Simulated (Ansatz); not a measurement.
# Bi₂Pd, first-principles data

Bi₂Pd:
```
CELL_PARAMETERS angstrom
     -1.66594     1.66594     6.35509
      1.66594    -1.66594     6.35509
      1.66594     1.66594    -6.35509
ATOMIC_POSITIONS crystal
  Bi 0.63649 0.63649 0.00000
  Bi 0.36351 0.36351 0.00000
  Pd 0.00000 0.00000 0.00000
```

Space group I4/mmm (No. 139), MoSi2 or CaC2 type; conventional cell a = 3.3319 Å, b = 3.3319 Å, c = 12.7102 Å, α = 90.00°, β = 90.00°, γ = 90.00°.

Method: LDA in the plane-wave PAW code Ansatz. Geometry: relaxed at this level of theory. Other levels are named where they apply.

**Cell and energy**

```
Quantity                                                      Result
-----------------------------------------------------  -------------
Volume per atom                                             23.52 Å³
Density                                                  12.34 g/cm³
Formation energy from the elements (no fitted shifts)  -0.22 eV/atom
```

**Electronic structure**

```
Quantity                                                                     Value
------------------------------------  --------------------------------------------
Electronic character                                             metallic (no gap)
Density of states at the Fermi level  0.42 states/eV per atom (mean over ±0.08 eV)
```

**Mechanics**

```
Item                                  Result
----------------------------------  --------
Bulk modulus (Birch–Murnaghan fit)  65.8 GPa
Pressure derivative B′                   8.1
```

**Phonons**

```
Quantity                                       Result
-----------------------------  ----------------------
Highest zone-centre frequency                107 cm⁻¹
Zone-centre stability          no imaginary mode at Γ
```

The workflow started from a Materials Project entry (that database holds measured and hypothetical structures alike); the Crystallography Open Database files this formula in space group No. 139, but the cells were not matched. Whether it is the stable phase at ambient conditions was not checked. The cell was relaxed with LDA under the symmetry of its start. The run is not spin-polarised. As this level gives no gap, phonon frequencies hold no LO–TO term and depend on the k-mesh and smearing (Fermi–Dirac, 0.1 eV here). Axis ratios of metals converge slowly with the k-mesh, so a and c are less sure than the volume. The references are the lowest solids computed at this level, not always the standard phases. Spin–orbit coupling is left out wherever it is not named.

Potentials: the later of the program's two PAW sets.
